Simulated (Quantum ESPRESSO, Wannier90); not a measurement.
**TaN (P-6m2): Wannier90 run**

```
TaN
1.0
    2.93994     0.00000     0.00000
   -1.46997     2.54606     0.00000
    0.00000     0.00000     2.89018
Ta N
1 1
Cartesian
  0.00000   0.00000   1.44509
 -1.46997   0.84869   0.00000
```

Materials Project entry mp-1459; symmetrised, unrelaxed at this level. COD (Crystallography Open Database) has the formula in 5 space groups, this one among them (matched by group alone). Computed values, not measurements, from PBEsol: Quantum ESPRESSO (norm-conserving PseudoDojo potentials, cutoff 68 Ry, no spin polarisation, no spin-orbit coupling) on a Γ-centred 12×12×10 mesh, then Wannier90. Density: 12×12×10 mesh, cold smearing 0.01 Ry. Spin-orbit coupling is left out although heavy elements are present.

Base run: 8 functions from bands 6-22 of the 22 computed, start hydrogen-like Ta: d; N: p, centres 0.05 Å off the atoms, frozen window up to 1.50 eV relative to the Fermi level, outer window open. Its settings: num_cg_steps = 5, trial_step = 2 and dis_mix_ratio = 0.5 (the program's defaults), conv_tol = 1.0e-6 over 4 steps, num_iter = 1000, dis_conv_tol = 1.0e-6, dis_num_iter = 1000. One of them is changed at a time.

```
run                disentanglement steps  localisation steps  Ω_I (Å²)  Ω_total (Å²)       ended
-----------------  ---------------------  ------------------  --------  ------------  ----------
base                                 272                 751     9.419         9.839   converged
fixed_step = 0.5                     272                1000     9.419        10.017  step limit
trial_step = 0.5                     272                 562     9.419         9.839   converged
dis_num_iter = 20                     20                 907     9.558         9.982  step limit
```
